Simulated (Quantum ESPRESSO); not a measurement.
**Band energies of NiSi3P4**

```
CELL_PARAMETERS angstrom
     -2.58419     2.58419     5.17384
      2.58419    -2.58419     5.17384
      2.58419     2.58419    -5.17384
ATOMIC_POSITIONS crystal
  Si 0.25000 0.75000 0.50000
  Si 0.75000 0.25000 0.50000
  Si 0.50000 0.50000 0.00000
  P  0.63987 0.63987 0.51700
  P  0.36013 0.87713 0.00000
  P  0.12287 0.12287 0.48300
  P  0.87713 0.36013 0.00000
  Ni 0.00000 0.00000 0.00000
```

PBEsol (Quantum ESPRESSO, PseudoDojo norm-conserving, 98 Ry, scalar-relativistic); path ΓXYSΓZS1NPY1Z,XP; energies in eV from the valence-band maximum.

| k (1/Å) | point | band 21 | band 22 | band 23 | band 24 | band 25 | band 26 | band 27 | band 28 |
|---|---|---|---|---|---|---|---|---|---|
| 0.00 | Γ | -2.29 | -1.66 | -0.44 | 0.00 | 0.00 | 0.49 | 0.68 | 2.14 |
| 0.43 |  | -1.97 | -1.61 | -1.38 | -1.07 | -0.12 | 0.75 | 2.03 | 2.22 |
| 0.86 | X | -1.95 | -1.56 | -0.75 | -0.40 | -0.32 | 0.69 | 1.32 | 1.54 |
| 0.86 | Y | -1.77 | -1.72 | -1.16 | -0.66 | -0.49 | 0.95 | 1.83 | 2.27 |
| 1.32 | S | -2.16 | -1.75 | -1.51 | -0.84 | -0.79 | 0.49 | 1.88 | 2.02 |
| 1.89 |  | -2.14 | -1.66 | -0.54 | -0.45 | -0.31 | 0.69 | 1.17 | 1.87 |
| 2.08 | Γ | -2.29 | -1.66 | -0.44 | 0.00 | 0.00 | 0.49 | 0.68 | 2.14 |
| 2.28 |  | -2.24 | -1.78 | -0.84 | -0.44 | -0.44 | 0.33 | 0.90 | 2.09 |
| 2.68 | Z | -2.49 | -2.26 | -1.05 | -1.05 | -0.97 | 0.26 | 0.37 | 0.37 |
| 2.91 |  | -2.36 | -2.00 | -1.30 | -1.06 | -1.00 | 0.33 | 0.98 | 0.98 |
| 3.14 | S1 | -2.16 | -1.75 | -1.51 | -0.84 | -0.79 | 0.49 | 1.88 | 2.02 |
| 3.31 |  | -2.02 | -1.70 | -1.51 | -1.14 | -0.59 | 0.95 | 1.97 | 2.18 |
| 3.48 | N | -1.92 | -1.65 | -1.50 | -1.30 | -0.73 | 1.72 | 1.94 | 2.07 |
| 3.78 |  | -1.96 | -1.67 | -1.10 | -0.86 | -0.82 | 1.64 | 1.73 | 2.18 |
| 4.09 | P | -1.75 | -1.55 | -1.41 | -0.43 | -0.43 | 1.25 | 1.25 | 2.42 |
| 4.46 | Y1 | -1.77 | -1.72 | -1.16 | -0.66 | -0.49 | 0.95 | 1.83 | 2.27 |
| 4.57 |  | -1.84 | -1.70 | -1.36 | -0.93 | -0.64 | 1.16 | 1.87 | 2.07 |
| 4.78 |  | -2.14 | -1.85 | -1.46 | -1.13 | -0.91 | 0.89 | 0.96 | 1.27 |
| 5.10 | Z | -2.49 | -2.26 | -1.05 | -1.05 | -0.97 | 0.26 | 0.37 | 0.37 |
| 5.10 | X | -1.95 | -1.56 | -0.75 | -0.40 | -0.32 | 0.69 | 1.32 | 1.54 |
| 5.41 | P | -1.75 | -1.55 | -1.41 | -0.43 | -0.43 | 1.25 | 1.25 | 2.42 |

The PBEsol gap is indirect, 0.26 eV, from Γ to 67 % of the way from Γ to Z; the smallest direct gap is 0.49 eV. Another conduction extremum on the path lies within 0.02 eV, too close to call.

Geometry of the Materials Project entry, not relaxed at this level.

The runs are not spin-polarised; magnetic order was not tried.
